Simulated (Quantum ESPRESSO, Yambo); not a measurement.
## Quasiparticle gap of Sr2MoZnO6

```cif
data_MoO6Sr2Zn
_chemical_formula_sum 'O6 Zn1 Sr2 Mo1'
_space_group_name_H-M_alt 'P 1'
_space_group_IT_number 1
_cell_length_a 5.68972
_cell_length_b 5.68972
_cell_length_c 5.68972
_cell_angle_alpha 60.000
_cell_angle_beta 60.000
_cell_angle_gamma 60.000
loop_
_space_group_symop_operation_xyz
  'x, y, z'
loop_
_atom_site_label
_atom_site_type_symbol
_atom_site_fract_x
_atom_site_fract_y
_atom_site_fract_z
_atom_site_occupancy
O1 O 0.75898 0.24102 0.75898 1
O2 O 0.24102 0.75898 0.24102 1
O3 O 0.75898 0.24102 0.24102 1
O4 O 0.24102 0.75898 0.75898 1
O5 O 0.75898 0.75898 0.24102 1
O6 O 0.24102 0.24102 0.75898 1
Zn1 Zn 0.50000 0.50000 0.50000 1
Sr1 Sr 0.25000 0.25000 0.25000 1
Sr2 Sr 0.75000 0.75000 0.75000 1
Mo1 Mo 0.00000 0.00000 0.00000 1
```

The geometry is that of Materials Project entry mp-18829, symmetrised and not relaxed again.

Starting point: PBEsol (Quantum ESPRESSO, PseudoDojo norm-conserving, 84 Ry, no spin-orbit coupling). G0W0 in Yambo: 2×2×2 Γ-centred k mesh, bands 6 to 209 and a 7 Ry block in the screening, 209 bands in G with the Bruneval-Gonze terminator, plasmon pole fitted at 27.2 eV.

The PBEsol gap along the band path is 2.04 eV and the PBEsol gap between the mesh's edge points (L → X) is 2.04 eV. The G0W0 gap between the same points comes out as 3.70 eV. The PBEsol smallest direct gap on the mesh (at X) is 2.19 eV. The G0W0 direct gap at that point comes out as 3.59 eV and the smallest G0W0 gap among all computed states (the edges move to other k points) comes out as 3.59 eV.

```tsv
k point	band	E PBEsol (eV)	E QP (eV)	shift (eV)	Z
L	VB	0.00	-0.58	-0.58	0.78
L	CB	2.30	3.41	1.11	0.79
X	VB	-0.15	-0.47	-0.33	0.77
X	CB	2.04	3.12	1.07	0.79
```

Energies count from the PBEsol valence-band maximum.

Nearest settings tried, and what they do to the gap: 168 bands in W, 168 bands in G: +54 meV; 6 Ry block (259 vectors against 307): -5 meV; 4×4×4 mesh: -4 meV. So the settings aren't converged at that level. Oxides, nitrides and fluorides with a shallow 3d shell are known to need far more bands and larger blocks. The k mesh is coarse.

Spin-orbit splittings are left out.
